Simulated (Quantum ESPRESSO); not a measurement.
Ag2Ta3CuOs2, one run as intended and one with a planted mistake

A calculation, not a measurement. The program is pw.x of Quantum ESPRESSO 7.5 (plane-wave density functional theory). The cell is made up: eight metal atoms on a face-centred cubic lattice, with elements, volume, strain and displacements drawn at random and not relaxed, so it may be unstable or far from any real phase. PseudoDojo standard norm-conserving files set the functional (PBE unless stated); there is no spin polarisation or spin-orbit coupling, the Fermi-Dirac width of 0.25 eV means electrons at about 2900 K, and the masses in the input are unused placeholders. The copper pseudopotential is less sure than most, with forces differing by about three percent and pressure by about two GPa from a second method on plain copper. Heavy elements are run without spin-orbit coupling, which real alloys of them have. A spin test at this wide smearing found no moment, but such smearing suppresses magnetism that the real alloy may have.

Intended input:

```
&control calculation='scf', pseudo_dir='./dojo.nc.sr.pbe.v0_5.standard.upf', outdir='./o', disk_io='minimal', tprnfor=.true., tstress=.true. /
&system ibrav=0, nat=8, ntyp=4, nbnd=78, ecutwfc=92.02030273, nosym=.true., tot_charge=0,
 occupations='smearing', smearing='fd', degauss=0.0183746611
/
&electrons conv_thr=1.470e-08, electron_maxstep=70, mixing_beta=0.5 /
ATOMIC_SPECIES
Ag 1.0 Ag.upf
Cu 1.0 Cu.upf
Os 1.0 Os.upf
Ta 1.0 Ta.upf
CELL_PARAMETERS angstrom
-2.0132 -4.0264 -2.0132
-4.0264 2.0132 2.0132
0.0 4.0264 -4.0264
ATOMIC_POSITIONS angstrom
Ag 0.0974 0.1044 -0.1244
Ta 0.0597 2.0066 -1.9939
Cu -2.1657 1.9863 0.0472
Ag -2.1454 4.06 -2.1038
Os -2.0434 -0.1836 -2.022
Os -2.0283 2.0241 -4.0115
Ta -4.2395 0.0952 0.1436
Ta -4.0538 1.9875 -2.1083
K_POINTS automatic
5 5 4 1 1 1
```

The log is shortened where brackets say so; the opening notice, blank lines, dates and the lines on written files are dropped, and the path of the files is cut. It prints rydbergs, bohrs and kilobars, and counts compression as positive stress. Its total energy is the free energy E - TS of the whole cell.

Log of the intended run:

```
     Program PWSCF v.7.5
     Parallel version (MPI & OpenMP), running on       4 processor cores
     Number of MPI processes:                 4
     Threads/MPI process:                     1
     [start-up lines left out]
     bravais-lattice index     =            0
     lattice parameter (alat)  =       9.3188  a.u.
     unit-cell volume          =     881.0029 (a.u.)^3
     number of atoms/cell      =            8
     number of atomic types    =            4
     number of electrons       =       128.00
     number of Kohn-Sham states=           78
     kinetic-energy cutoff     =      92.0203  Ry
     charge density cutoff     =     368.0812  Ry
     scf convergence threshold =      1.5E-08
     mixing beta               =       0.5000
     number of iterations used =            8  plain     mixing
     Exchange-correlation= PBE
                           (   1   4   3   4   0   0   0)
     [axes and pseudopotential details left out]
   Cartesian axes
     site n.     atom                  positions (alat units)
         1        Ag     tau(   1) = (   0.0197513   0.0211708  -0.0252265  )
         2        Ta     tau(   2) = (   0.0121063   0.4069099  -0.4043345  )
         3        Cu     tau(   3) = (  -0.4391731   0.4027934   0.0095715  )
         4        Ag     tau(   4) = (  -0.4350566   0.8233102  -0.4266207  )
         5        Os     tau(   5) = (  -0.4143724  -0.0372315  -0.4100328  )
         6        Os     tau(   6) = (  -0.4113104   0.4104587  -0.8134751  )
         7        Ta     tau(   7) = (  -0.8597102   0.0193052   0.0291200  )
         8        Ta     tau(   8) = (  -0.8220529   0.4030367  -0.4275332  )
     number of k points=    50  Fermi-Dirac smearing, width (Ry)=  0.0184
                       cart. coord. in units 2pi/alat
        k(    1) = (  -0.1722297   0.0267913  -0.1263018), wk =   0.0400000
        k(    2) = (  -0.2105030   0.1416111  -0.3176682), wk =   0.0400000
     [further k points left out]
     Dense  grid:   105237 G-vectors     FFT dimensions: (  60,  60,  72)
     Estimated max dynamical RAM per process >     411.58 MB
     Estimated total dynamical RAM >       1.53 GB
     Initial potential from superposition of free atoms
     starting charge     127.9956, renormalised to     128.0000
     Starting wfcs are   80 randomized atomic wfcs
     total cpu time spent up to now is        8.3 secs
     per-process dynamical memory:   323.1 Mb
     Self-consistent Calculation
     iteration #  1     ecut=    92.02 Ry     beta= 0.50
     Davidson diagonalization with overlap
     ethr =  1.00E-02,  avg # of iterations =  4.1
     total cpu time spent up to now is       29.5 secs
     total energy              =   -1786.45358628 Ry
     estimated scf accuracy    <      12.18776230 Ry
     iteration #  2     ecut=    92.02 Ry     beta= 0.50
     Davidson diagonalization with overlap
     ethr =  9.52E-03,  avg # of iterations =  3.0
     total cpu time spent up to now is       51.8 secs
     total energy              =   -1791.90167872 Ry
     estimated scf accuracy    <      35.53017245 Ry
     [iterations 3 to 15 left out]
     iteration # 16     ecut=    92.02 Ry     beta= 0.50
     Davidson diagonalization with overlap
     ethr =  1.61E-09,  avg # of iterations =  1.7
     total cpu time spent up to now is      330.2 secs
     total energy              =   -1794.49103860 Ry
     estimated scf accuracy    <       0.00000005 Ry
     iteration # 17     ecut=    92.02 Ry     beta= 0.50
     Davidson diagonalization with overlap
     ethr =  3.80E-11,  avg # of iterations =  3.0
     total cpu time spent up to now is      351.4 secs
     End of self-consistent calculation
     [lines on levels left out]
!    total energy              =   -1794.49103861 Ry
     estimated scf accuracy    <          4.5E-09 Ry
     smearing contrib. (-TS)   =      -0.09504976 Ry
     internal energy E=F+TS    =   -1794.39598885 Ry
     The total energy is F=E-TS. E is the sum of the following terms:
     one-electron contribution =    -631.86436193 Ry
     hartree contribution      =     388.43523149 Ry
     xc contribution           =    -310.54375878 Ry
     ewald contribution        =   -1240.42309963 Ry
     convergence has been achieved in  17 iterations
     Forces acting on atoms (cartesian axes, Ry/au):
     atom    1 type  1   force =    -0.07991613   -0.02927342    0.05063382
     atom    2 type  4   force =    -0.12683666    0.00586841   -0.03742875
     atom    3 type  2   force =     0.03708876    0.00785491   -0.02553447
     atom    4 type  1   force =     0.06322118   -0.01369247    0.01100232
     atom    5 type  3   force =    -0.03527683    0.04393152   -0.00924445
     atom    6 type  3   force =     0.00203307   -0.00708537    0.02850843
     atom    7 type  4   force =     0.09137855    0.01056219   -0.05344051
     atom    8 type  4   force =     0.04830807   -0.01816577    0.03550362
     Total force =     0.230420     Total SCF correction =     0.000329
     Computing stress (Cartesian axis) and pressure
          total   stress  (Ry/bohr**3)                   (kbar)     P=       46.36
   0.00005735   0.00022021   0.00020370            8.44       32.39       29.96
   0.00022021   0.00045805  -0.00009765           32.39       67.38      -14.37
   0.00020370  -0.00009765   0.00042997           29.96      -14.37       63.25
     init_run     :      7.86s CPU      8.13s WALL (       1 calls)
     electrons    :    336.50s CPU    343.06s WALL (       1 calls)
     forces       :      3.36s CPU      3.39s WALL (       1 calls)
     stress       :     12.10s CPU     12.33s WALL (       1 calls)
     [timing details left out]
     PWSCF        :   6m 0.02s CPU   6m 7.19s WALL
     JOB DONE.
```

A second run has one planted mistake: one coordinate of one atom is wrong. The input lines that differ:

```
- Ta -4.0538 1.9875 -2.1083
+ Ta -4.0538 1.9875 -2.2483
```

Its log:

```
     Program PWSCF v.7.5
     Parallel version (MPI & OpenMP), running on       4 processor cores
     Number of MPI processes:                 4
     Threads/MPI process:                     1
     [start-up lines left out]
     bravais-lattice index     =            0
     lattice parameter (alat)  =       9.3188  a.u.
     unit-cell volume          =     881.0029 (a.u.)^3
     number of atoms/cell      =            8
     number of atomic types    =            4
     number of electrons       =       128.00
     number of Kohn-Sham states=           78
     kinetic-energy cutoff     =      92.0203  Ry
     charge density cutoff     =     368.0812  Ry
     scf convergence threshold =      1.5E-08
     mixing beta               =       0.5000
     number of iterations used =            8  plain     mixing
     Exchange-correlation= PBE
                           (   1   4   3   4   0   0   0)
     [axes and pseudopotential details left out]
   Cartesian axes
     site n.     atom                  positions (alat units)
         1        Ag     tau(   1) = (   0.0197513   0.0211708  -0.0252265  )
         2        Ta     tau(   2) = (   0.0121063   0.4069099  -0.4043345  )
         3        Cu     tau(   3) = (  -0.4391731   0.4027934   0.0095715  )
         4        Ag     tau(   4) = (  -0.4350566   0.8233102  -0.4266207  )
         5        Os     tau(   5) = (  -0.4143724  -0.0372315  -0.4100328  )
         6        Os     tau(   6) = (  -0.4113104   0.4104587  -0.8134751  )
         7        Ta     tau(   7) = (  -0.8597102   0.0193052   0.0291200  )
         8        Ta     tau(   8) = (  -0.8220529   0.4030367  -0.4559232  )
     number of k points=    50  Fermi-Dirac smearing, width (Ry)=  0.0184
                       cart. coord. in units 2pi/alat
        k(    1) = (  -0.1722297   0.0267913  -0.1263018), wk =   0.0400000
        k(    2) = (  -0.2105030   0.1416111  -0.3176682), wk =   0.0400000
     [further k points left out]
     Dense  grid:   105237 G-vectors     FFT dimensions: (  60,  60,  72)
     Estimated max dynamical RAM per process >     411.58 MB
     Estimated total dynamical RAM >       1.53 GB
     Initial potential from superposition of free atoms
     starting charge     127.9956, renormalised to     128.0000
     Starting wfcs are   80 randomized atomic wfcs
     total cpu time spent up to now is       12.8 secs
     per-process dynamical memory:   314.3 Mb
     Self-consistent Calculation
     iteration #  1     ecut=    92.02 Ry     beta= 0.50
     Davidson diagonalization with overlap
     ethr =  1.00E-02,  avg # of iterations =  4.0
     total cpu time spent up to now is       44.7 secs
     total energy              =   -1786.38873609 Ry
     estimated scf accuracy    <      12.25210444 Ry
     iteration #  2     ecut=    92.02 Ry     beta= 0.50
     Davidson diagonalization with overlap
     ethr =  9.57E-03,  avg # of iterations =  3.0
     total cpu time spent up to now is       65.9 secs
     total energy              =   -1791.82857299 Ry
     estimated scf accuracy    <      35.98804228 Ry
     [iterations 3 to 15 left out]
     iteration # 16     ecut=    92.02 Ry     beta= 0.50
     Davidson diagonalization with overlap
     ethr =  1.12E-09,  avg # of iterations =  2.0
     total cpu time spent up to now is      314.8 secs
     total energy              =   -1794.47373766 Ry
     estimated scf accuracy    <       0.00000005 Ry
     iteration # 17     ecut=    92.02 Ry     beta= 0.50
     Davidson diagonalization with overlap
     ethr =  3.54E-11,  avg # of iterations =  2.5
     total cpu time spent up to now is      334.4 secs
     End of self-consistent calculation
     [lines on levels left out]
!    total energy              =   -1794.47373767 Ry
     estimated scf accuracy    <          4.1E-09 Ry
     smearing contrib. (-TS)   =      -0.09306267 Ry
     internal energy E=F+TS    =   -1794.38067500 Ry
     The total energy is F=E-TS. E is the sum of the following terms:
     one-electron contribution =    -635.26809586 Ry
     hartree contribution      =     390.09892073 Ry
     xc contribution           =    -310.56710931 Ry
     ewald contribution        =   -1238.64439055 Ry
     convergence has been achieved in  17 iterations
     Forces acting on atoms (cartesian axes, Ry/au):
     atom    1 type  1   force =    -0.09390993   -0.02963104    0.03755945
     atom    2 type  4   force =    -0.12538202    0.00204105   -0.04360501
     atom    3 type  2   force =     0.03455270    0.00961431   -0.02910911
     atom    4 type  1   force =     0.06188666   -0.02693996    0.00179128
     atom    5 type  3   force =    -0.03319533    0.04108581   -0.01242630
     atom    6 type  3   force =     0.00839032   -0.00482986    0.02350604
     atom    7 type  4   force =     0.08975406    0.03501031   -0.07336609
     atom    8 type  4   force =     0.05790355   -0.02635061    0.09564975
     Total force =     0.258607     Total SCF correction =     0.000311
     Computing stress (Cartesian axis) and pressure
          total   stress  (Ry/bohr**3)                   (kbar)     P=       55.44
   0.00013033   0.00019158   0.00023272           19.17       28.18       34.23
   0.00019158   0.00053705  -0.00009398           28.18       79.00      -13.82
   0.00023272  -0.00009398   0.00046320           34.23      -13.82       68.14
     init_run     :     12.16s CPU     12.60s WALL (       1 calls)
     electrons    :    316.12s CPU    321.59s WALL (       1 calls)
     forces       :      3.41s CPU      3.43s WALL (       1 calls)
     stress       :     12.39s CPU     12.65s WALL (       1 calls)
     [timing details left out]
     PWSCF        :   5m44.32s CPU   5m50.54s WALL
     JOB DONE.
```

```
                                            intended run  run with the mistake
                          free energy (eV)    -24415.294            -24415.059
         entropy term -TS, part of it (eV)        -1.293                -1.266
                            pressure (GPa)          4.64                  5.54
size of the largest force component (eV/Å)         3.261                 3.224
largest change of a force component (eV/Å)                               1.546
                                iterations            17                    17
```

For scale, a rerun of the intended cell at a higher cutoff and on a denser mesh moved values by no more than 0.002 eV in energy, 0.08 GPa in stress and 0.017 eV/Å in force, and a second program with other atomic files agreed on that cell to 2 % rms in force and 0.5 GPa in pressure.